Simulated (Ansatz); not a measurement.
TiO:
```xyz
6
Lattice="4.0589 0.0000 0.0000 0.0000 4.0589 0.0000 0.0000 0.0000 4.0589" Properties=species:S:1:pos:R:3 pbc="T T T"
Ti     2.0295     2.0295     0.0000
Ti     0.0000     2.0295     2.0295
Ti     2.0295     0.0000     2.0295
O      0.0000     2.0295     0.0000
O      2.0295     0.0000     0.0000
O      0.0000     0.0000     2.0295
```
The run is spin-polarised; directions of the spins, atom by atom: ↑ ↑ ↑ 0 0 0.

Relaxed with r²SCAN. Special points in fractions of this cell's reciprocal vectors: Γ (0.000, 0.000, 0.000); X (0.000, 0.500, 0.000); M (0.500, 0.500, 0.000); R (0.500, 0.500, 0.500).

### Question
List the band energies nearest the Fermi level at these points for the program Ansatz at the r²SCAN level (PAW).

### Answer
In eV from the Fermi level; about four levels below and three above (degenerate sets whole), none deeper than 8.9 eV; points with the same levels are listed once.

```json
[
 {"k": "Γ ↑", "below": "-3.30 -3.30 -3.30 -1.75 -1.75 -1.75", "above": "1.42 1.42 1.42"},
 {"k": "X ↑", "below": "-3.96 -3.96 -3.17 -1.40", "above": "0.17 0.17 0.88"},
 {"k": "M ↑", "below": "-1.82 -1.07 -0.30 -0.30", "above": "1.74 1.83 1.83"},
 {"k": "R ↑", "below": "-3.23 -3.23 -0.98 -0.98 -0.98", "above": "0.10 2.51 2.51 2.51"},
 {"k": "Γ ↓", "below": "-3.31 -3.31 -3.31 -1.17 -1.17 -1.17", "above": "1.71 1.71 1.71"},
 {"k": "X ↓", "below": "-3.94 -3.94 -2.63 -0.76", "above": "0.78 0.78 1.13"},
 {"k": "M ↓", "below": "-5.15 -2.84 -1.28 -0.40", "above": "0.34 0.34 2.31"},
 {"k": "R ↓", "below": "-3.23 -3.23 -0.35 -0.35 -0.35", "above": "0.67 3.08 3.08 3.08"}
]
```

Space group Pm-3m. The workflow started from a Materials Project entry (that database holds measured and hypothetical structures alike); the Crystallography Open Database copy checked does not list it. COD files the formula under space group No. 12, 225. Whether it is the stable phase at ambient conditions was not checked. The r²SCAN relaxation kept the symmetry of its start; its stability against distortions is not shown here. Spin order of the final state: ferromagnetic, the only order run, not a proven ground state. Other orbital occupations within this spin state were not tried. No Hubbard U is applied. The compound may be a true metal, but semilocal functionals without U, or a wrong spin order, can also close a gap.

Potentials: the later of the program's two PAW sets.
